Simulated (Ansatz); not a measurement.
Relaxed-ion elastic tensor of CdTe (CsCl type, Pm-3m) in GPa (Voigt order), plane-wave PAW PBEsol (Ansatz code); density 7.85 g/cm³, 25.38 Å³ per atom.

```
53.0  56.2  56.2   0.0   0.0   0.0
56.2  53.0  56.2   0.0   0.0   0.0
56.2  56.2  53.0   0.0   0.0   0.0
 0.0   0.0   0.0  -1.0   0.0   0.0
 0.0   0.0   0.0   0.0  -1.0   0.0
 0.0   0.0   0.0   0.0   0.0  -1.0
```

Problem. Is the crystal mechanically stable?

Solution. No: the smallest eigenvalue of C is -3.2 GPa.

The start of the workflow was typed in or built on a structure type; neither database checked (COD, Materials Project) lists it. It is not the phase usual at ambient conditions (space group No. 216). Symmetry was held in the PBEsol relaxation. At this level the phase is mechanically unstable. As this level gives no gap, shear constants depend on the k-mesh and smearing (Fermi–Dirac, 0.1 eV here). Scalar-relativistic: spin–orbit coupling is off unless named, which matters more the heavier the elements.

Potentials: the earlier of the program's two PAW sets. The files were generated under PBE; for other functionals the program regenerates the frozen cores, and for LDA and PBEsol the local potential too.
